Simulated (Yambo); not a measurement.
Yambo run on AlBO$_{3}$ (space group R-3c, No. 167). The wavefunctions come from this Quantum ESPRESSO step (LDA, PseudoDojo standard norm-conserving files, scalar-relativistic):

```
&CONTROL
  calculation = 'nscf'
  pseudo_dir = './pseudo'
  outdir = './out'
/
&SYSTEM
  ibrav = 0
  nat = 10
  ntyp = 3
  ecutwfc = 84.0
  ecutrho = 336.0
  occupations = 'fixed'
  force_symmorphic = .true.
  nbnd = 127
/
&ELECTRONS
  conv_thr = 1e-08
  diago_full_acc = .true.
  diago_thr_init = 1e-08
/
ATOMIC_SPECIES
B 10.8100 B.upf
O 15.9990 O.upf
Al 26.9815 Al.upf
CELL_PARAMETERS angstrom
  2.252739971000   1.300620028000   4.634307000000
 -2.252739971000   1.300620028000   4.634307000000
  0.000000000000  -2.601240057000   4.634307000000
ATOMIC_POSITIONS crystal
B   0.750000000000   0.750000000000   0.750000000000
B   0.250000000000   0.250000000000   0.250000000000
O   0.750000000000   0.442093000000   0.057907000000
O   0.250000000000   0.557907000000   0.942093000000
O   0.057907000000   0.750000000000   0.442093000000
O   0.942093000000   0.250000000000   0.557907000000
O   0.442093000000   0.057907000000   0.750000000000
O   0.557907000000   0.942093000000   0.250000000000
Al   0.500000000000   0.500000000000   0.500000000000
Al   0.000000000000   0.000000000000   0.000000000000
K_POINTS automatic
4 4 4 0 0 0
```

Yambo input:

```
rim_cut
gw0
dyson
el_el_corr
HF_and_locXC
ppa
em1d
RandQpts= 1000000
RandGvec= 1 Ry
EXXRLvcs= 84 Ry
VXCRLvcs= 336 Ry
Chimod= "HARTREE"
% BndsRnXp
 1 | 125 |
%
NGsBlkXp= 7 Ry
% LongDrXp
 1.0 | 1.0 | 1.0 |
%
PPAPntXp= 27.2114 eV
% GbndRnge
 1 | 125 |
%
GTermKind= "BG"
DysSolver= "n"
ExtendOut
% QPkrange
 1 | 1 | 24 | 25 |
 3 | 3 | 24 | 25 |
 7 | 7 | 24 | 25 |
 8 | 8 | 24 | 25 |
 13 | 13 | 24 | 25 |
%
```

k points by index: 1 = Γ, 3 = L, 7 = F, 8 = (0.25, 0.25, 0.25), 13 = Z.

Table of the .qp output:

```
#    K-point    Band    Eo [eV]    E [eV]    E-Eo [eV]    Vxc [eV]    Vnlxc [eV]    Sc|Eo [eV]    Sc|E [eV]    dSc/dw|Eo [eV]    Re(Z)    Im(Z)
#
    1    24    0.000000    -1.291576    -1.291576    -20.38100    -26.30937    4.342503    4.636791    -6.199712    0.814440    -0.956726E-3
    1    25    5.963745    7.521101    1.557355    -12.98244    -7.172366    -3.968167    -4.252721    -4.971707    0.845517    -0.845062E-3
    3    24    -0.282605    -1.638160    -1.355555    -19.83662    -25.85785    4.354584    4.665666    -6.244190    0.813358    -0.974320E-3
    3    25    6.653360    8.207138    1.553778    -12.86766    -6.932196    -4.098743    -4.381687    -4.954940    0.845958    -0.849274E-3
    7    24    -0.485802    -1.858176    -1.372374    -19.68174    -25.76263    4.392376    4.708513    -6.267891    0.812782    -0.992333E-3
    7    25    6.622118    8.241481    1.619363    -13.53489    -7.615134    -3.996711    -4.300390    -5.102687    0.842090    -0.880873E-3
    8    24    -0.195300    -1.509098    -1.313798    -20.23582    -26.17868    4.330323    4.629061    -6.187011    0.814750    -0.958475E-3
    8    25    5.663934    7.084910    1.420976    -11.90369    -6.140470    -4.095507    -4.342240    -4.724626    0.852059    -0.802880E-3
    13    24    -0.645941    -2.010400    -1.364459    -19.96307    -25.94638    4.310166    4.618852    -6.155659    0.815516    -0.993838E-3
    13    25    6.214652    7.704142    1.489491    -11.74010    -5.755199    -4.233064    -4.495406    -4.792427    0.850254    -0.825685E-3
```
(The two width columns are left out.) Convergence of these settings isn't established.

Geometry of the Materials Project entry, not relaxed at this level.
